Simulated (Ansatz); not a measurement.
**Structure relaxation, Ag**

The start is a randomly generated symmetric cell of Ag (space group No. 47). Cell shape, volume and atoms are optimised at zero target pressure with r2SCAN (plane waves to 500 eV, PAW, scalar-relativistic; Ansatz, a program for electronic structure). The first steps use a coarse 12×11×7 k-mesh.

Starting cell:
```
CELL_PARAMETERS angstrom
      2.67466     0.00000     0.00000
      0.00000     3.04605     0.00000
      0.00000     0.00000     4.84309
ATOMIC_POSITIONS crystal
  Ag 0.50000 0.50000 0.21561
  Ag 0.50000 0.50000 0.78439
```

```yaml
outcome: The space group goes from Pmmm (No. 47) to Pm-3m (No. 221); the end is AFLOW prototype A_cP1_221_a (A_h), with 1 atom in the primitive cell
energy_released: about 1.1 eV/atom
Shortest distances (start → end): "The closest pairs of elements (up to four, under 3.6 Å), start → end: Ag–Ag 2.09 → 2.72 Å"
band_gap_at_the_end: no gap (metallic)
optimiser_moves: 6
```

Final values are on a 17×17×17 k-mesh of the relaxed cell. The start holds a very short contact (Ag–Ag 2.09 Å). No spin polarisation in the result.

The run could not lose the symmetry of its start: the end is stationary, and may be a saddle point rather than a minimum.

The relaxed structure here is a generated cell of Ag: the first start was made by a random draw of sites in a space group, and the end was not matched to a known phase here, so it may be hypothetical. Known forms of Ag include space group No. 225.
